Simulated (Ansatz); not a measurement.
Input file for Ansatz (a program for electronic structure):

Ansatz 0.2 input:
```yaml
crystal:
  lattice:
    - [7.0369345805, 2.0983356152, 0.0]
    - [-7.0369345805, 2.0983356152, 0.0]
    - [-2.2783000259, 0.0, 8.4173461862]
  atoms:
    - { symbol: Rb, position: [0.8366788565, 0.1633211435, 0.3024202718] }
    - { symbol: Rb, position: [0.1633211435, 0.8366788565, 0.6975797282] }
    - { symbol: Sb, position: [0.566264413, 0.433735587, 0.3117860079] }
    - { symbol: Sb, position: [0.433735587, 0.566264413, 0.6882139921] }
    - { symbol: Sb, position: [0.9044488474, 0.0955511526, 0.8909429516] }
    - { symbol: Sb, position: [0.0955511526, 0.9044488474, 0.1090570484] }
kpoints:
  mp_grid: { grid: [7, 7, 4] }
hamiltonian:
  xc: r2scan
  pseudopotentials: { kind: paw }
scf:
  occupations: { method: fixed }
checkpoint: { read: static.run }
output: { write_density: true, elf: true, volumetric_format: npy }
basis: { fft_grid_basis: typed }
```

Output (shortened):

```
Pseudopotential: Rb, paw, valence charge 9
Pseudopotential: Sb, paw, valence charge 15
Functional definition: r2SCAN
Crystal: 6 atoms, lattice volume = 248.579 Å³
Basis set: ecut = 500 eV, 6295 PW (Γ), exchange–correlation on 216×216×256 points (64 copies of the dense FFT grid, shifted against one another)
Bands: 47, of which v1, the nominal top of the filled ones, is band 39 counted from 1 (38 counted from 0)
Symmetry: 4 space group operations
Space group: C2/m (ITA 12), of the structure as read, at distance tolerance 6.3e-5 Å
k-points: 60 of 196
Stability of the state it starts from, as read at its close in the unpolarized treatment …
iter 1 solved again at ethr=7.04e-7 eV; its pass at ethr=3.10e-3 eV (dr2=5.49e-4 eV) is discarded
SCF iter   1: F=—  HF=-32555.017326 eV  |F-HF|=—  |Δ(HF+E_count)|=         —  Δρ=4.74e-6  dr2=2.66e-8  dr2_τ=7.32e-9  ethr=7.04e-7  ⟨swp⟩=3.0  Hψ=16181  notcnv=0  defer=360
preconditioner: auto → Resta (q_TF=auto, 2.249 Å⁻¹)
SCF iter   2: F=—  HF=-32555.017297 eV  |F-HF|=—  |Δ(HF+E_count)|=   2.88e-5  Δρ=2.79e-6  dr2=1.01e-8  dr2_τ=6.68e-9  ethr=3.41e-11  ⟨swp⟩=17.4  Hψ=19231  notcnv=0
SCF iter   3: F=-32555.017297 eV  HF=-32555.017297 eV  |F-HF|=3.15e-9  |Δ(HF+E_count)|=   3.50e-9  Δρ=1.71e-6  dr2=3.63e-9  dr2_τ=1.04e-9  ethr=1.30e-11  ⟨swp⟩=1.0  Hψ=8045  notcnv=0
SCF 1 converged in 3 iterations: F = -32555.017297 eV  dr2 = 3.63e-9
SCF converged after 3 iterations
Free energy (F): -32555.017297 eV
Harris-Foulkes:  -32555.017297 eV  (|F-HF|=3.15e-9)
Internal energy: -32555.017297 eV  (E = F + TS)
E sigma→0 (E₀):  -32555.017297 eV
Fermi energy:    5.938800 eV
--- Per-component energies (eV) ---
  E_band       = -1090.794117
  E_kinetic    = 1210.875922
  E_local      = -9617.996523  (includes V_loc(G=0)·N_el)
  E_nonlocal   = 1797.558588
  E_hartree    = 4146.105447
  E_xc         = -757.629147
  E_vxc        = -711.327916  (∫ρ·V_xc dr)
  E_paw        = -23679.560075  (= ΣΔE_a)
  E_vpaw       = -2106.435548  (= ΣTr[D̂ρ^β])
  E_aug_tail   = -0.000003  (compensation charges beyond the density's cutoff)
  E_vtau       = 44.325208  (kinetic-family band-sum trace: ∫τ·v_τ [+ j·A + Jᵃ·Aᵃ] dr)
  E_ewald      = -5656.101799
  E_core_change = 1.730293  (= ΣΔE_core)
  E_smearing   =  0.000000  (= −TS)
  E_closure    =  0.000000  (closes the sum)
  Σ components = -32555.017297   (vs F -32555.017297, Δ=0.00e0)
  [band-id]    e_kinetic+e_local+e_nonlocal+2·e_hartree+e_vxc+e_vpaw+e_augmentation_tail+e_vtau = -1090.789378   (vs E_band -1090.794117, Δ=4.74e-3)
--- Band table (eV; the first three rows and the last of 60) ---
  k-point 0: bands = ["-24.1294", "-24.0826", "-24.0643", "-24.0391", "-24.0122", "-24.0106", "-23.9835", "-23.9749", "-23.9403", "-23.9263", "-23.4093", "-23.4074", "-23.3959", "-23.3950", "-23.2615", "-23.2615", "-23.2309", "-23.2300", "-23.1953", …
  k-point 1: bands = ["-24.1294", "-24.0826", "-24.0643", "-24.0391", "-24.0122", "-24.0106", "-23.9835", "-23.9749", "-23.9403", "-23.9263", "-23.4093", "-23.4074", "-23.3958", "-23.3951", "-23.2615", "-23.2614", "-23.2310", "-23.2299", "-23.1950", …
  k-point 2: bands = ["-24.1294", "-24.0826", "-24.0644", "-24.0391", "-24.0122", "-24.0106", "-23.9835", "-23.9749", "-23.9403", "-23.9263", "-23.4093", "-23.4074", "-23.3957", "-23.3953", "-23.2615", "-23.2614", "-23.2312", "-23.2298", "-23.1945", …
  k-point 59: bands = ["-24.1294", "-24.0826", "-24.0643", "-24.0391", "-24.0122", "-24.0107", "-23.9835", "-23.9749", "-23.9402", "-23.9262", "-23.4093", "-23.4075", "-23.3958", "-23.3951", "-23.2615", "-23.2615", "-23.2302", "-23.2299", "-23.1948", …
```

Cost: roughly 70 core-seconds on shared cores.

The workflow started from a Materials Project entry (that database holds measured and hypothetical structures alike); the Crystallography Open Database copy checked does not list it. Its standing as an ambient phase is unchecked. The r²SCAN relaxation kept the symmetry of its start; whether a distortion lowers the energy is not shown. Scalar-relativistic: spin–orbit coupling is off unless named, which matters more the heavier the elements.

Potentials: the later of the program's two PAW sets.

Ansatz is a plane-wave DFT program.
